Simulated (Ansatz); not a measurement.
Relaxed TiSi2 (C54 type, space group Fddd):

```
CELL_PARAMETERS angstrom
      0.00000     4.11477     4.26030
      2.38957     0.00000     4.26030
      2.38957     4.11477     0.00000
ATOMIC_POSITIONS crystal
  Si 0.66253 0.33747 0.66253
  Si 0.33747 0.66253 0.33747
  Si 0.58747 0.91253 0.58747
  Si 0.91253 0.58747 0.91253
  Ti 0.00000 0.00000 0.00000
  Ti 0.25000 0.25000 0.25000
```

Scan: atom 1 (Si, nearest neighbour Si at 2.519 Å; its periodic images, 4.8 Å or more away, move with it) is displaced along Cartesian z, direction (0.000, 0.000, 1.000) in Cartesian axes, by s. The other atoms stay.

Computed with r2SCAN (plane waves to 500 eV, PAW, scalar-relativistic; Ansatz, a quantum-chemistry and plane-wave program). k mesh 10×10×10 (Γ-centred), Fermi-Dirac smearing 0.05 eV. Stress and pressure are positive under compression. Left out: 2 of 11 points, with atoms too close for the PAW data. With partly filled bands, energies and forces of such displacements shift with the k mesh and the smearing. F∥ is the force on the atom along that direction. TiSi2 is run without spin polarisation. TiSi2 was relaxed with its symmetry unable to fall. 

```
s (Å)   F∥ (eV/Å)  P (GPa)
------  ---------  -------
-0.608          …     12.4
-0.456          …        …
-0.304      3.818      3.0
-0.152      1.731      0.7
0.000       0.000      0.0
0.152      -1.731      0.7
0.304      -3.818      3.0
0.456           …        …
0.608           …     12.4
```

Problem. What belongs in the gaps?

Solution. 
- -0.608, F∥ (eV/Å): 10.180
- -0.456, F∥ (eV/Å): 6.572
- -0.456, P (GPa): 6.8
- 0.456, F∥ (eV/Å): -6.572
- 0.456, P (GPa): 6.8
- 0.608, F∥ (eV/Å): -10.180

(For displaced atoms, the force is minus the slope of the energy, and its curvature is a force constant, which sets phonon frequencies.)
